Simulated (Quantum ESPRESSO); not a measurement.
Kohn-Sham bands of HfIN (R-3m)

```yaml
crystal:
  lattice:
    - [-1.84638, 3.19802, 0.00000]
    - [-3.69276, 0.00000, 0.00000]
    - [-1.84638, 1.06601, 10.77865]
  atoms:
    - { symbol: Hf, position: [0.20559, 0.20559, 0.38323] }
    - { symbol: Hf, position: [0.79441, 0.79441, 0.61677] }
    - { symbol: I, position: [0.60695, 0.60695, 0.17914] }
    - { symbol: I, position: [0.39305, 0.39305, 0.82086] }
    - { symbol: N, position: [0.86006, 0.86006, 0.41983] }
    - { symbol: N, position: [0.13994, 0.13994, 0.58017] }
```

Structure: Materials Project mp-567441, symmetrised, not relaxed again. Not found in the COD (Crystallography Open Database) copy used; not checked further. Level: PBEsol, spinors with spin-orbit coupling; pw.x of Quantum ESPRESSO at 68 Ry with PseudoDojo potentials, 4×4×4 k-points, Wannier90. Density: 10×10×10 mesh, Gaussian smearing 0.01 Ry. The cell is built of weakly bound layers, chains or molecules. Database cells relaxed without dispersion often hold them too far apart, which can enlarge gaps and weakens couplings between them; spacing and stacking were not compared with the measured crystal.

Problem. List the Kohn-Sham levels between −8 and 3.5 eV relative to the valence-band maximum at the high-symmetry points, as a band run of pw.x on that density gives them (levels within 2 meV counted together).

Solution. 
```json
[
 {"point": "Γ", "k (reciprocal lattice)": "0.000 0.000 0.000", "levels (eV)": "-5.27 (×2), -5.08 (×2), -5.06 (×2), -4.52 (×2), -4.50 (×2), -4.41 (×2), -3.81 (×2), -1.33 (×2), -0.88 (×2), -0.61 (×2), -0.17 (×2), -0.06 (×2), 1.56 (×2), 1.82 (×2), 1.87 (×2), 2.83 (×2), 3.19 (×2), 3.21 (×2)"},
 {"point": "T", "k (reciprocal lattice)": "0.000 0.000 0.500", "levels (eV)": "-5.19 (×2), -5.13 (×2), -5.08 (×2), -4.89 (×2), -4.50 (×2), -4.43 (×2), -3.11 (×2), -1.61 (×2), -0.91 (×2), -0.79 (×2), -0.23 (×2), 0.00 (×2), 1.66 (×2), 1.87 (×2), 1.87 (×2), 2.75 (×2), 3.09 (×2), 3.20 (×2)"},
 {"point": "H_2", "k (reciprocal lattice)": "-0.327 -0.654 0.173", "levels (eV)": "-5.65 (×2), -5.48 (×2), -5.14 (×2), -4.68 (×2), -4.22 (×2), -3.93 (×2), -3.63 (×2), -3.42 (×2), -3.37 (×2), -2.68 (×2), -2.49 (×2), -1.62 (×2), 0.50 (×2), 1.87 (×2), 2.90 (×2), 3.15 (×2)"},
 {"point": "H_0", "k (reciprocal lattice)": "-0.346 -0.673 -0.173", "levels (eV)": "-5.65 (×2), -5.48 (×2), -5.14 (×2), -4.68 (×2), -4.22 (×2), -3.93 (×2), -3.63 (×2), -3.42 (×2), -3.37 (×2), -2.68 (×2), -2.49 (×2), -1.62 (×2), 0.50 (×2), 1.87 (×2), 2.90 (×2), 3.15 (×2)"},
 {"point": "L", "k (reciprocal lattice)": "0.000 -0.500 0.000", "levels (eV)": "-6.56 (×2), -5.34 (×2), -5.08 (×2), -4.76 (×2), -4.33 (×2), -3.88 (×2), -3.56 (×2), -2.42 (×2), -2.39 (×2), -2.19 (×2), -1.79 (×2), -1.76 (×2), 1.51 (×2), 2.42 (×2), 2.70 (×2), 3.13 (×2), 3.27 (×2)"},
 {"point": "S_0", "k (reciprocal lattice)": "-0.337 -0.673 -0.337", "levels (eV)": "-5.64 (×2), -5.48 (×2), -5.15 (×2), -4.68 (×2), -4.22 (×2), -3.91 (×2), -3.64 (×2), -3.43 (×2), -3.37 (×2), -2.68 (×2), -2.49 (×2), -1.62 (×2), 0.49 (×2), 1.87 (×2), 2.88 (×2), 3.17 (×2)"},
 {"point": "S_2", "k (reciprocal lattice)": "-0.337 -0.663 0.000", "levels (eV)": "-5.64 (×2), -5.48 (×2), -5.15 (×2), -4.68 (×2), -4.22 (×2), -3.91 (×2), -3.64 (×2), -3.43 (×2), -3.37 (×2), -2.68 (×2), -2.49 (×2), -1.62 (×2), 0.49 (×2), 1.87 (×2), 2.88 (×2), 3.17 (×2)"},
 {"point": "F", "k (reciprocal lattice)": "-0.500 -0.500 0.000", "levels (eV)": "-6.59 (×2), -5.30 (×2), -5.00 (×2), -4.78 (×2), -4.33 (×2), -3.91 (×2), -3.64 (×2), -2.55 (×2), -2.37 (×2), -2.04 (×2), -1.87 (×2), -1.66 (×2), 1.57 (×2), 2.38 (×2), 2.79 (×2), 3.08 (×2), 3.24 (×2)"}
]
```
